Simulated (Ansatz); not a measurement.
OsO$_{4}$:
```
OsO4
1.0
   -2.14221     2.14221     3.88058
    2.14221    -2.14221     3.88058
    2.14221     2.14221    -3.88058
Os O
1 4
Direct
  0.50000   0.50000   0.00000
  0.14539   0.60426   0.00000
  0.85461   0.85461   0.45887
  0.60426   0.14539   0.00000
  0.39574   0.39574   0.54113
```

Relaxed with LDA. Independent-particle spectrum: no excitons, no local fields, no scissors shift; 0.1 eV broadening; ε₁ of the summed bands alone.

Task: Tabulate the dielectric function from the program Ansatz at the LDA level (PAW).

Result: 

```csv
E (eV),ε₁ xx,ε₂ xx,ε₁ zz,ε₂ zz
0.0,5.42,0.00,5.39,0.00
0.4,5.44,0.00,5.42,0.00
0.8,5.52,0.00,5.50,0.00
1.2,5.66,0.00,5.64,0.00
1.6,5.87,0.00,5.86,0.00
2.0,6.20,0.00,6.19,0.00
2.4,6.71,0.00,6.70,0.00
2.8,7.58,0.00,7.59,0.00
3.2,9.45,0.01,9.53,0.00
3.6,14.48,2.12,14.93,5.13
4.0,0.18,18.80,5.28,17.08
4.4,-1.18,7.07,-0.71,6.61
4.8,0.81,3.63,1.12,3.12
5.2,2.43,1.75,3.06,2.64
5.6,5.07,2.62,4.38,2.21
6.0,5.79,6.11,6.08,6.98
6.4,1.21,6.57,0.05,5.11
6.8,-0.32,4.33,1.40,3.70
7.2,0.49,3.22,0.66,3.71
7.6,2.82,1.75,2.22,2.15
8.0,5.17,6.94,5.39,5.57
8.4,0.52,8.97,1.11,8.42
8.8,-4.84,4.18,-5.90,4.71
9.2,-1.79,0.84,-1.21,0.53
9.6,1.53,1.73,2.31,1.62
10.0,-0.06,2.83,0.37,3.99
10.4,-0.58,2.07,-1.70,2.65
10.8,-0.40,2.27,-0.74,1.87
11.2,-0.84,1.33,-0.82,1.07
11.6,-0.04,0.32,-0.10,0.44
12.0,0.79,0.67,0.44,0.78
```

Task: From ε at 5.3 eV (xx: 3.16 + 1.69i), find n, k, the normal reflectivity and the absorption coefficient.

Result: n = 1.84, k = 0.460, R = 11 %, α = 2kE/ħc = 250000 cm⁻¹.

With all bands, ε∞ without local fields is 5.62 (xx = yy), 5.61 (zz). DFPT, with local fields, gives 3.22 (xx = yy), 3.35 (zz).

Space group I-42m. The workflow started from a Materials Project entry (that database holds measured and hypothetical structures alike); the Crystallography Open Database copy checked does not list it. COD files the formula under space group No. 5, so this cell is another polymorph or a model. Whether it is the stable phase at ambient conditions was not checked. The LDA relaxation kept the symmetry of its start; whether a distortion lowers the energy is not shown. The run is not spin-polarised. A crystal of weakly bound molecules computed without a dispersion correction: the cell and the soft elastic constants depend strongly on that. Scalar-relativistic: spin–orbit coupling is off unless named, which matters more the heavier the elements.

Potentials: the later of the program's two PAW sets.
